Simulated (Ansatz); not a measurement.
SrO:
```
CELL_PARAMETERS angstrom
      0.00000     2.59749     2.59749
      2.59749     0.00000     2.59749
      2.59749     2.59749     0.00000
ATOMIC_POSITIONS crystal
  Sr 0.00000 0.00000 0.00000
  O  0.50000 0.50000 0.50000
```

Relaxed with DFT-PBE in the program Ansatz with PAW potentials. Indices refer to the conventional cell of Fm-3m, a = 5.195 Å, b = 5.195 Å, c = 5.195 Å, α = 90.00°, β = 90.00°, γ = 90.00°.

Simulate the powder diffraction pattern (Fe Kα, λ = 1.93735 Å; lines above 1 %) up to 2θ = 90°.

Simulated powder pattern, Fe Kα, λ = 1.93735 Å (kinematic, ideal powder, no thermal factors, no anomalous dispersion; the 30 strongest lines at most, above 1 %, up to 2θ = 90°):

| 2θ (°) | d (Å) | I/Imax (%) | hkl |
|---|---|---|---|
| 37.68 | 2.999 | 91 | (111) |
| 43.79 | 2.597 | 100 | (200) |
| 63.66 | 1.837 | 65 | (220) |
| 76.40 | 1.566 | 42 | (311) |
| 80.47 | 1.500 | 23 | (222) |

Symmetry was held in the PBE relaxation; phonons on a q-mesh show no instability.

Potentials: the later of the program's two PAW sets.
